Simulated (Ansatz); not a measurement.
Ba$_{2}$CdB$_{2}$O$_{6}$:
```xyz
11
Lattice="4.8479 2.6875 0.0000 -4.8479 2.6875 0.0000 -3.1466 0.0000 5.7613" Properties=species:S:1:pos:R:3 pbc="T T T"
Ba     1.8222     2.6875     1.8020
Ba    -4.9688     2.6875     3.9593
Cd     0.0000     0.0000     0.0000
B     -1.3431     2.6875     1.3879
B     -1.8036     2.6875     4.3734
O     -0.6547     3.8810     1.5786
O     -2.4919     1.4939     4.1827
O     -2.4919     3.8810     4.1827
O     -0.6547     1.4939     1.5786
O     -2.6616     2.6875     0.9962
O     -0.4850     2.6875     4.7651
```

Relaxed with r²SCAN.

Which orbitals make up the states near the band edges in the program Ansatz at the r²SCAN level (PAW)?

Top 1 eV of the valence band: O 2p 93 %. Bottom 1 eV of the conduction band: Cd 5s 39 %, O 2s 18 %, Ba 6s 18 %, O 2p 9 %, outside the projected shells 6 %. Projections are on Löwdin-orthogonalised atomic valence shells; empty p or d shells of many metals are not among them.

Tabulate the density of states.

States/eV per cell of 11 atoms, in 0.25 eV bins, energy from the valence-band maximum.

| E (eV) | total | O 2p | Cd 4d | B 2p |
|---|---|---|---|---|
| -7.85 | 0.00 | 0.00 | 0.00 | 0.00 |
| -7.60 | 0.00 | 0.00 | 0.00 | 0.00 |
| -7.35 | 2.60 | 0.75 | 1.67 | 0.03 |
| -7.10 | 6.60 | 1.77 | 4.43 | 0.09 |
| -6.85 | 7.84 | 1.62 | 5.83 | 0.16 |
| -6.60 | 8.92 | 0.99 | 7.54 | 0.08 |
| -6.35 | 14.04 | 0.35 | 13.49 | 0.02 |
| -6.10 | 1.31 | 0.59 | 0.43 | 0.05 |
| -5.85 | 3.12 | 1.75 | 0.59 | 0.08 |
| -5.60 | 4.04 | 2.58 | 0.44 | 0.13 |
| -5.35 | 5.01 | 3.31 | 0.47 | 0.25 |
| -5.10 | 2.53 | 1.71 | 0.22 | 0.11 |
| -4.85 | 3.60 | 2.59 | 0.18 | 0.27 |
| -4.60 | 5.04 | 3.70 | 0.18 | 0.47 |
| -4.35 | 5.91 | 4.24 | 0.23 | 0.77 |
| -4.10 | 8.25 | 5.77 | 0.26 | 1.36 |
| -3.85 | 7.72 | 5.04 | 0.65 | 1.19 |
| -3.60 | 7.36 | 4.90 | 0.71 | 0.96 |
| -3.35 | 2.68 | 1.75 | 0.29 | 0.37 |
| -3.10 | 3.94 | 2.60 | 0.34 | 0.72 |
| -2.85 | 2.26 | 1.56 | 0.14 | 0.46 |
| -2.60 | 1.21 | 0.83 | 0.09 | 0.23 |
| -2.35 | 2.91 | 2.42 | 0.07 | 0.06 |
| -2.10 | 4.80 | 4.10 | 0.10 | 0.06 |
| -1.85 | 5.66 | 5.06 | 0.07 | 0.05 |
| -1.60 | 9.07 | 8.19 | 0.13 | 0.07 |
| -1.35 | 9.44 | 8.66 | 0.14 | 0.06 |
| -1.10 | 15.87 | 14.83 | 0.20 | 0.05 |
| -0.85 | 10.66 | 9.91 | 0.23 | 0.03 |
| -0.60 | 7.77 | 7.17 | 0.24 | 0.02 |
| -0.35 | 11.40 | 10.72 | 0.20 | 0.02 |
| -0.10 | 2.45 | 2.28 | 0.08 | 0.00 |
| 0.15 | 0.00 | 0.00 | 0.00 | 0.00 |
| 0.40 | 0.00 | 0.00 | 0.00 | 0.00 |
| 0.65 | 0.00 | 0.00 | 0.00 | 0.00 |
| 0.90 | 0.00 | 0.00 | 0.00 | 0.00 |
| 1.15 | 0.00 | 0.00 | 0.00 | 0.00 |
| 1.40 | 0.00 | 0.00 | 0.00 | 0.00 |
| 1.65 | 0.00 | 0.00 | 0.00 | 0.00 |
| 1.90 | 0.00 | 0.00 | 0.00 | 0.00 |
| 2.15 | 0.00 | 0.00 | 0.00 | 0.00 |
| 2.40 | 0.00 | 0.00 | 0.00 | 0.00 |
| 2.65 | 0.00 | 0.00 | 0.00 | 0.00 |
| 2.90 | 0.00 | 0.00 | 0.00 | 0.00 |
| 3.15 | 0.00 | 0.00 | 0.00 | 0.00 |
| 3.40 | 0.00 | 0.00 | 0.00 | 0.00 |
| 3.65 | 0.00 | 0.00 | 0.00 | 0.00 |
| 3.90 | 0.00 | 0.00 | 0.00 | 0.00 |
| 4.15 | 0.13 | 0.01 | 0.00 | 0.00 |
| 4.40 | 0.28 | 0.02 | 0.00 | 0.01 |
| 4.65 | 0.44 | 0.04 | 0.00 | 0.02 |
| 4.90 | 0.67 | 0.07 | 0.00 | 0.04 |
| 5.15 | 1.64 | 0.17 | 0.00 | 0.14 |
| 5.40 | 3.09 | 0.34 | 0.00 | 0.26 |
| 5.65 | 4.71 | 0.49 | 0.00 | 0.42 |
| 5.90 | 3.29 | 0.38 | 0.00 | 0.30 |
| 6.15 | 3.00 | 0.19 | 0.00 | 0.34 |
| 6.40 | 4.92 | 0.38 | 0.00 | 0.77 |
| 6.65 | 4.19 | 0.27 | 0.00 | 0.59 |
| 6.90 | 5.90 | 0.34 | 0.00 | 0.66 |
| 7.15 | 5.81 | 0.42 | 0.00 | 0.79 |
| 7.40 | 7.39 | 0.65 | 0.00 | 1.18 |
| 7.65 | 6.30 | 0.65 | 0.00 | 1.08 |
| 7.90 | 4.72 | 0.47 | 0.00 | 0.75 |
| 8.15 | 5.55 | 0.28 | 0.00 | 0.46 |
| 8.40 | 7.41 | 0.33 | 0.00 | 0.55 |
| 8.65 | 7.80 | 0.34 | 0.00 | 0.55 |

Space group C2/m. The workflow started from a Materials Project entry (that database holds measured and hypothetical structures alike); the Crystallography Open Database copy checked does not list it. Whether it is the stable phase at ambient conditions was not checked. The cell was relaxed with r²SCAN under the symmetry of its start; whether a distortion lowers the energy is not shown. Spin–orbit coupling is left out wherever it is not named.

Potentials: the later of the program's two PAW sets.
